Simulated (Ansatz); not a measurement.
**Sensitivity of the gradients in WS2 with fluorine replacing S to the input**

This input was run with Ansatz:

```yaml
crystal:
  lattice:
    - [9.54, 0.0, 0.0]
    - [-4.77, 8.261882352, 0.0]
    - [0.0, 0.0, 12.5]
  atoms:
    - { symbol: W, position: [0.1111111111, 0.2222222222, 0.25] }
    - { symbol: W, position: [0.1111111111, 0.5555555556, 0.25] }
    - { symbol: W, position: [0.1111111111, 0.8888888889, 0.25] }
    - { symbol: W, position: [0.4444444444, 0.2222222222, 0.25] }
    - { symbol: W, position: [0.4444444444, 0.5555555556, 0.25] }
    - { symbol: W, position: [0.4444444444, 0.8888888889, 0.25] }
    - { symbol: W, position: [0.7777777778, 0.2222222222, 0.25] }
    - { symbol: W, position: [0.7777777778, 0.5555555556, 0.25] }
    - { symbol: W, position: [0.7777777778, 0.8888888889, 0.25] }
    - { symbol: W, position: [0.2222222222, 0.1111111111, 0.75] }
    - { symbol: W, position: [0.2222222222, 0.4444444444, 0.75] }
    - { symbol: W, position: [0.2222222222, 0.7777777778, 0.75] }
    - { symbol: W, position: [0.5555555556, 0.1111111111, 0.75] }
    - { symbol: W, position: [0.5555555556, 0.4444444444, 0.75] }
    - { symbol: W, position: [0.5555555556, 0.7777777778, 0.75] }
    - { symbol: W, position: [0.8888888889, 0.1111111111, 0.75] }
    - { symbol: W, position: [0.8888888889, 0.4444444444, 0.75] }
    - { symbol: W, position: [0.8888888889, 0.7777777778, 0.75] }
    - { symbol: F, position: [0.1111111111, 0.2222222222, 0.625] }
    - { symbol: S, position: [0.1111111111, 0.5555555556, 0.625] }
    - { symbol: S, position: [0.1111111111, 0.8888888889, 0.625] }
    - { symbol: S, position: [0.4444444444, 0.2222222222, 0.625] }
    - { symbol: S, position: [0.4444444444, 0.5555555556, 0.625] }
    - { symbol: S, position: [0.4444444444, 0.8888888889, 0.625] }
    - { symbol: S, position: [0.7777777778, 0.2222222222, 0.625] }
    - { symbol: S, position: [0.7777777778, 0.5555555556, 0.625] }
    - { symbol: S, position: [0.7777777778, 0.8888888889, 0.625] }
    - { symbol: S, position: [0.2222222222, 0.1111111111, 0.125] }
    - { symbol: S, position: [0.2222222222, 0.4444444444, 0.125] }
    - { symbol: S, position: [0.2222222222, 0.7777777778, 0.125] }
    - { symbol: S, position: [0.5555555556, 0.1111111111, 0.125] }
    - { symbol: S, position: [0.5555555556, 0.4444444444, 0.125] }
    - { symbol: S, position: [0.5555555556, 0.7777777778, 0.125] }
    - { symbol: S, position: [0.8888888889, 0.1111111111, 0.125] }
    - { symbol: S, position: [0.8888888889, 0.4444444444, 0.125] }
    - { symbol: S, position: [0.8888888889, 0.7777777778, 0.125] }
    - { symbol: S, position: [0.1111111111, 0.2222222222, 0.875] }
    - { symbol: S, position: [0.1111111111, 0.5555555556, 0.875] }
    - { symbol: S, position: [0.1111111111, 0.8888888889, 0.875] }
    - { symbol: S, position: [0.4444444444, 0.2222222222, 0.875] }
    - { symbol: S, position: [0.4444444444, 0.5555555556, 0.875] }
    - { symbol: S, position: [0.4444444444, 0.8888888889, 0.875] }
    - { symbol: S, position: [0.7777777778, 0.2222222222, 0.875] }
    - { symbol: S, position: [0.7777777778, 0.5555555556, 0.875] }
    - { symbol: S, position: [0.7777777778, 0.8888888889, 0.875] }
    - { symbol: S, position: [0.2222222222, 0.1111111111, 0.375] }
    - { symbol: S, position: [0.2222222222, 0.4444444444, 0.375] }
    - { symbol: S, position: [0.2222222222, 0.7777777778, 0.375] }
    - { symbol: S, position: [0.5555555556, 0.1111111111, 0.375] }
    - { symbol: S, position: [0.5555555556, 0.4444444444, 0.375] }
    - { symbol: S, position: [0.5555555556, 0.7777777778, 0.375] }
    - { symbol: S, position: [0.8888888889, 0.1111111111, 0.375] }
    - { symbol: S, position: [0.8888888889, 0.4444444444, 0.375] }
    - { symbol: S, position: [0.8888888889, 0.7777777778, 0.375] }
total_charge: 1
kpoints:
  mp_grid: { grid: [3, 3, 2] }
scf:
  occupations: { method: gaussian, width: 0.3 }
  mixing: { preconditioner: kerker }
hamiltonian:
  xc: pbe
  pseudopotentials: { kind: paw }
output:
  forces: true
  stress: true
  populations: true
  efg: { quadrupole_moments_barn: { S: -0.0694 }, contact_densities: true }
```

It converged. Of its output the block on the nuclei alone is shown, without the SCF iterations, energies, forces and stress (one atom of each set, the first 14 sets):

```
--- PAW observables at the nuclei: V_zz in 10²¹ V/m², potentials from the cell's mean, atoms counted from 1 ---
  atom   1  W  V_zz =   -17.618951   η = 0.0000   by run symmetry: allowed
            electrostatic potential = -14805.516834 V   contact ρ = 8821986.375955 e/Å³
  atom   2  W  V_zz =   -17.540948   η = 0.0032   by run symmetry: allowed
            electrostatic potential = -14805.514530 V   contact ρ = 8821986.144741 e/Å³
  atom   6  W  V_zz =   -17.478153   η = 0.0000   by run symmetry: allowed
            electrostatic potential = -14805.513545 V   contact ρ = 8821986.034039 e/Å³
  atom   8  W  V_zz =   -17.433054   η = 0.0000   by run symmetry: allowed
            electrostatic potential = -14805.513715 V   contact ρ = 8821985.982422 e/Å³
  atom  10  W  V_zz =   +31.123243   η = 0.7847   by run symmetry: allowed
            electrostatic potential = -14804.651847 V   contact ρ = 8821976.453421 e/Å³
  atom  12  W  V_zz =   -17.719720   η = 0.1486   by run symmetry: allowed
            electrostatic potential = -14805.036339 V   contact ρ = 8821987.174866 e/Å³
  atom  14  W  V_zz =   -19.037992   η = 0.0381   by run symmetry: allowed
            electrostatic potential = -14805.041144 V   contact ρ = 8821988.609232 e/Å³
  atom  19  F  V_zz =    +1.427231   η = 0.0000   by run symmetry: allowed
            electrostatic potential = -742.267446 V   contact ρ = 3130.376951 e/Å³
  atom  20  S  V_zz =    -4.278176   η = 0.2579   by run symmetry: allowed   C_q = +7.1791 MHz
            electrostatic potential = -1637.707709 V   contact ρ = 19770.914747 e/Å³
  atom  24  S  V_zz =    -4.776189   η = 0.0000   by run symmetry: allowed   C_q = +8.0148 MHz
            electrostatic potential = -1637.758739 V   contact ρ = 19770.938819 e/Å³
  atom  26  S  V_zz =    -4.914655   η = 0.0000   by run symmetry: allowed   C_q = +8.2472 MHz
            electrostatic potential = -1637.757332 V   contact ρ = 19770.982405 e/Å³
  atom  28  S  V_zz =    -4.520876   η = 0.0035   by run symmetry: allowed   C_q = +7.5864 MHz
            electrostatic potential = -1638.177523 V   contact ρ = 19770.341823 e/Å³
  atom  30  S  V_zz =    -4.548914   η = 0.0024   by run symmetry: allowed   C_q = +7.6335 MHz
            electrostatic potential = -1638.182283 V   contact ρ = 19770.379326 e/Å³
  atom  32  S  V_zz =    -4.500397   η = 0.0058   by run symmetry: allowed   C_q = +7.5520 MHz
            electrostatic potential = -1638.177920 V   contact ρ = 19770.359862 e/Å³
```

Q: Can these gradients be trusted, and how do they compare with a run on standard settings?

A: Not as converged values. Against the standard input the change is `scf.mixing.preconditioner`: not typed → kerker; `scf.occupations.method`: fermi_dirac → gaussian; `scf.occupations.width`: 0.01 → 0.3. A site carries the number of its first atom; V_zz in 10²¹ V/m².

| site | atom | V_zz standard | η standard | V_zz here | η here |
| --- | --- | --- | --- | --- | --- |
| W1 | 1 | -17.76 | 0.00 | -17.62 | 0.00 |
| W2 | 2 | -17.66 | 0.00 | -17.54 | 0.00 |
| W6 | 6 | -17.60 | 0.00 | -17.48 | 0.00 |
| W8 | 8 | -17.54 | 0.00 | -17.43 | 0.00 |
| W10 | 10 | 32.2 | 0.75 | 31.1 | 0.78 |
| W12 | 12 | -17.83 | 0.17 | -17.72 | 0.15 |
| W14 | 14 | -19.20 | 0.04 | -19.04 | 0.04 |
| F | 19 | 1.87 | 0.00 | 1.43 | 0.00 |
| S20 | 20 | -4.32 | 0.24 | -4.28 | 0.26 |
| S37 | 37 | -2.83 | 0.00 | -2.92 | 0.00 |
| S38 | 38 | -5.51 | 0.47 | -5.44 | 0.46 |
| S42 | 42 | -4.81 | 0.00 | -4.75 | 0.00 |

The largest change of V_zz is on W10, from 32.2 to 31.1. In per cent, |V_zz| changes by -3 to -1 on W, -24 on F, -1 to +3 on S (all sites that start above 0.5). The table leaves out 9 of the 21 sites, with |V_zz| up to 4.96; their tensors move by 0.06 at most along any direction. The statements above cover all sites. SCF iterations: 12 and 16. In the changed run the smearing of 0.30 eV is wide against a gap of 0.3 eV, so its values aren't converged ones.

On the reference run: The defect repeats with the cell of 54 atoms, so it feels its images: sites between two images don't show the values beside a lone defect, and zeros or small values of η there can come from the images' arrangement. S and W carry a gradient in the pure host already, so the values there aren't the defect's effect alone. A uniform background compensates the cell's charge. Without spin–orbit coupling the gradients at and beside W can be off by some per cent, at some sites by more. The neighbours have not yet relaxed around the defect (largest force 2.1 eV/Å), so a real crystal will differ.
